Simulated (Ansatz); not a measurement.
## CdTe, first-principles data

CdTe:
```cif
data_Cd3Te3
_chemical_formula_sum 'Cd3 Te3'
_space_group_name_H-M_alt 'P 1'
_space_group_IT_number 1
_cell_length_a 4.56214
_cell_length_b 4.56214
_cell_length_c 10.46962
_cell_angle_alpha 90.000
_cell_angle_beta 90.000
_cell_angle_gamma 120.000
loop_
_space_group_symop_operation_xyz
  'x, y, z'
loop_
_atom_site_label
_atom_site_type_symbol
_atom_site_fract_x
_atom_site_fract_y
_atom_site_fract_z
_atom_site_occupancy
Cd1 Cd 0.00000 0.49982 0.66667 1
Cd2 Cd 0.50018 0.50018 0.00000 1
Cd3 Cd 0.49982 0.00000 0.33333 1
Te1 Te 0.00000 0.49992 0.16667 1
Te2 Te 0.50008 0.50008 0.50000 1
Te3 Te 0.49992 0.00000 0.83333 1
```

Space group P6_422 (No. 181); conventional cell a = b = 4.5621 Å, c = 10.4696 Å, α = β = 90.00°, γ = 120.00°.

Method: r²SCAN (plane waves, PAW; program Ansatz). The cell and atoms are relaxed at this level. Other levels are named where they apply.

Cell and energy:

* **Volume per atom**: 31.45 Å³
* **Density**: 6.34 g/cm³
* **Formation energy from the elements (no fitted shifts)**: -469 meV/atom

Electronic structure:

- Band gap = 0.59 eV (indirect)
- Valence-band maximum = at A
- Conduction-band minimum = at Γ
- Smallest direct gap on the standard path = 0.71 eV
- Electron effective mass = 0.054, 0.077, 0.077 mₑ (principal values)
- Hole effective mass = 0.28, 0.28, 0.50 mₑ (principal values)
- HSE06 gap on the r²SCAN cell = 0.87 eV
- Gap with spin–orbit coupling = 0.50 eV

Charges:

- Bader charges: Cd +0.63, Te -0.63 e

The workflow started from a Materials Project entry (that database holds measured and hypothetical structures alike); the Crystallography Open Database copy checked does not list it. It is not the phase usual at ambient conditions (space group No. 216). The cell was relaxed with r²SCAN under the symmetry of its start; whether a distortion lowers the energy is not shown. Point labels and valley counts follow the cell and symmetry of the run, lower than the named group. The references are the lowest solids computed at this level, not always the standard phases. Spin–orbit coupling is left out wherever it is not named.

Potentials: the earlier of the program's two PAW sets. The files were generated under PBE; for other functionals the program regenerates the frozen cores, and for LDA and PBEsol the local potential too.
